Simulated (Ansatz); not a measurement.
Ba2LuRuO6:
```
CELL_PARAMETERS angstrom
      0.00000     4.10332     4.10332
      4.10332     0.00000     4.10332
      4.10332     4.10332     0.00000
ATOMIC_POSITIONS crystal
  Lu 0.00000 0.00000 0.00000
  O  0.73696 0.26304 0.26304
  O  0.26304 0.73696 0.26304
  O  0.26304 0.73696 0.73696
  O  0.73696 0.26304 0.73696
  O  0.26304 0.26304 0.73696
  O  0.73696 0.73696 0.26304
  Ru 0.50000 0.50000 0.50000
  Ba 0.25000 0.25000 0.25000
  Ba 0.75000 0.75000 0.75000
```

Relaxed with PBEsol. Special points in fractions of this cell's reciprocal vectors: Γ (0.000, 0.000, 0.000); X (0.500, 0.000, 0.500); U (0.625, 0.250, 0.625); K (0.375, 0.375, 0.750); L (0.500, 0.500, 0.500); W (0.500, 0.250, 0.750).

### Question
List the band energies nearest the Fermi level at these points for the program Ansatz at the PBEsol with spin–orbit coupling level (PAW).

### Answer
In eV from the Fermi level; about four levels below and three above (degenerate sets whole), none deeper than 8.9 eV; points with the same levels are listed once.

| k | below | above |
|---|---|---|
| Γ | -0.54 -0.54 -0.54 -0.54 -0.48 -0.48 | 3.09 3.09 3.09 3.09 |
| X | -1.56 -1.56 -0.92 -0.92 | 0.28 0.28 0.41 0.41 |
| U | -1.65 -1.65 -0.43 -0.43 | 0.16 0.16 0.30 0.30 |
| L | -1.68 -1.68 -0.13 -0.13 | 0.05 0.05 0.13 0.13 |
| W | -0.18 -0.18 -0.09 -0.09 | 0.35 0.35 2.97 2.97 |

Space group Fm-3m. The workflow started from an entry of the Crystallography Open Database (COD). Whether it is the stable phase at ambient conditions was not checked. The cell was relaxed with PBEsol under the symmetry of its start; of distortions, only those at the zone centre were tested. The run is not spin-polarised. With an odd number of electrons in the cell and no spin polarisation, the count alone makes it a metal.

Potentials: the later of the program's two PAW sets.
